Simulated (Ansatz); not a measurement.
Ag2S:
```
Ag2S
1.0
    2.31296    -3.66225     0.00000
    2.31296     3.66225     0.00000
    0.00000     0.00000     6.04195
Ag S
4 2
Direct
  0.33124   0.66876   0.88643
  0.66876   0.33124   0.11357
  0.16876   0.83124   0.38643
  0.83124   0.16876   0.61357
  0.00000   0.00000   0.00000
  0.50000   0.50000   0.50000
```

This is the LDA-relaxed structure.

### Question
All from DFT-LDA in the program Ansatz with PAW potentials, unless another level is named. Predict the bulk modulus (Birch–Murnaghan fit).

### Answer
87.4 GPa.

### Question
And the highest zone-centre frequency?

### Answer
244 cm⁻¹.

Space group Cmce. The first step of the workflow began from a Materials Project structure, measured or hypothetical; the Crystallography Open Database copy checked does not list it. COD files the formula under space group No. 4, 14, so this cell is another polymorph or a model. Its standing as an ambient phase is unchecked. The LDA relaxation kept the symmetry of its start. At this level the phase is dynamically unstable (imaginary phonons). The run is not spin-polarised. A small band overlap can be real or an error of a semilocal functional. As this level gives no gap, phonon frequencies hold no LO–TO term and depend on the k-mesh and smearing (Fermi–Dirac, 0.1 eV here).

Potentials: the later of the program's two PAW sets.
